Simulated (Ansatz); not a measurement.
# Structures of YTl$_{3}$Pb: which is lowest?

Plane-wave DFT in Ansatz with scalar-relativistic PAW potentials, cutoff 420 eV, Γ-centred meshes chosen by cell and gap, Gaussian smearing with energies taken to zero width. Every cell was relaxed (cell and atoms) in a run of its own, within the symmetry of its start. Functional: PBE.

Relaxed structures (starts from databases or built by putting these elements on another compound's sites):
A. P6_3/mmc, 10 atoms in the computed cell, a = 7.964 Å, c = 6.097 Å; sites (symmetry × multiplicity) Y -6m2 × 2, Tl mm2 × 6, Pb -3m. × 2; start: built
B. Pm-3m, 5 atoms in the computed cell, a = 5.812 Å; sites (symmetry × multiplicity) Y m-3m × 1, Tl 4/mm.m × 3, Pb m-3m × 1; start: built

Question: Rank them by energy. Could pressure change the order?

Answer:
```csv
structure,group,E − E(lowest) (meV/atom),V (Å³/atom),gap on mesh (eV)
A,P6_3/mmc,0.0,33.49,0.00
B,Pm-3m,332,39.27,0.00
```

A is lowest, 332 meV/atom under B. The lowest is also the densest of these, so pressure wouldn't bring one of the others in at first order. Other structures may lie lower than all of these, and vibrations aren't counted.

Spin-orbit coupling is left out, which matters for the bands of heavy elements. For Tl, Pb and Bi spin-orbit coupling shifts energies too.